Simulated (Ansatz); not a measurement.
GaP:
```
GaP
1.0
    0.00000     2.72569     2.72569
    2.72569     0.00000     2.72569
    2.72569     2.72569     0.00000
P Ga
1 1
Direct
  0.75000   0.75000   0.75000
  0.00000   0.00000   0.00000
```

Relaxed with r²SCAN. Special points in fractions of this cell's reciprocal vectors: Γ (0.000, 0.000, 0.000); X (0.500, 0.000, 0.500); U (0.625, 0.250, 0.625); K (0.375, 0.375, 0.750); L (0.500, 0.500, 0.500); W (0.500, 0.250, 0.750).

Task: List the band energies nearest the valence-band maximum at these points for r²SCAN in the plane-wave PAW code Ansatz.

Result: In eV from the valence-band maximum; about four levels below and three above (degenerate sets whole), none deeper than 8.9 eV; points with the same levels are listed once.

```json
[
 {"k": "Γ", "below": "0.00 0.00 0.00", "above": "2.36 4.17 4.17 4.17"},
 {"k": "X", "below": "-6.96 -2.80 -2.80", "above": "1.91 2.09 11.31 11.31"},
 {"k": "U", "below": "-6.74 -4.08 -2.35", "above": "2.47 5.18 8.76"},
 {"k": "L", "below": "-6.85 -1.17 -1.17", "above": "2.04 5.04 5.04"},
 {"k": "W", "below": "-6.74 -3.71 -3.54", "above": "5.03 5.29 6.54"}
]
```

Space group F-43m (zinc blende). The cell was relaxed with r²SCAN under the symmetry of its start. Scalar-relativistic: spin–orbit coupling is off unless named, which matters more the heavier the elements.

Potentials: the later of the program's two PAW sets.
